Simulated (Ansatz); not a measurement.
LaAl$_{2}$Ge$_{2}$ in space group P-3m1 (No. 164; Ge on 2d, Al on 2d, La on 1a) under volume change, DFT-r²SCAN in the program Ansatz with PAW potentials, shape and atoms relaxed at each volume.

```tsv
V (Å³/atom)	E − E(relaxed) (meV/atom)	P (GPa)
20.490	47.6	8.29
21.166	?	?
21.841	4.6	2.23
22.517	0.0	0.00
23.192	?	?
23.868	16.4	-3.76
24.543	35.6	-5.28
```

Question: Fill in the missing entries.

Answer: 
- 21.166, E − E(relaxed) (meV/atom): 19.7
- 21.166, P (GPa): 5.04
- 23.192, E − E(relaxed) (meV/atom): 4.2
- 23.192, P (GPa): -1.98

Question: What does a third-order Birch–Murnaghan fit give for V₀, B₀ and B′?

Answer: V₀ = 22.51 Å³/atom, B₀ = 72.4 GPa, B′ = 4.2.

The workflow started from an entry of the Crystallography Open Database (COD). Whether it is the stable phase at ambient conditions was not checked. The r²SCAN relaxation kept the symmetry of its start; its stability against distortions is not shown here. Scalar-relativistic: spin–orbit coupling is off unless named, which matters more the heavier the elements.

Potentials: the later of the program's two PAW sets.
